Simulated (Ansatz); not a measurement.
As, DFT, LDA, PAW with Ansatz's default frozen-core files, scalar-relativistic (Ansatz 0.2.0), run on 1 thread of Arm Neoverse V1 on a shared host.

The structure is an experimental refinement, used without relaxation. The listed cell was then made from it by scaling, straining or moving an atom.

Command: `ansatz run input.yaml --threads 1 --pin off --max-ram 3072MiB --backend cpu --events-out ev --progress --plain --runs-dir out`

```yaml
crystal:
  lattice:
    - [1.8568942382, 1.058446258, 3.4709448834]
    - [-1.9026046768, 1.0772437526, 3.489742378]
    - [-0.0065761114, -2.1879765606, 3.4966227386]
  atoms:
    - { symbol: As, position: [0.22754, 0.22754, 0.22754] }
    - { symbol: As, position: [0.77246, 0.77246, 0.77246] }
kpoints:
  mp_grid: { grid: [13, 13, 13] }
scf:
  occupations: { method: fermi_dirac, width: 0.05 }
hamiltonian:
  xc: lda
  pseudopotentials: { kind: paw }
output:
  forces: true
  stress: true
  eigenvalues: true
  efg: { contact_densities: true }
```

(1) How large is the problem that the program sets up?

(2) Estimate the wall time and the peak memory.

(3) And the same cell and mesh by all-electron PAW (datasets made for this crystal), asked for forces, stress, eigenvalues, efg, on the same hardware?

Results:

(1) 1099 irreducible k-points, 839 plane waves at Γ, 19 bands.

(2) 48 s of wall time for 7 SCF iterations, with a peak of 0.89 GiB. Times on shared machines scatter by tens of per cent.

(3) 57 s, peak memory 1 GiB.
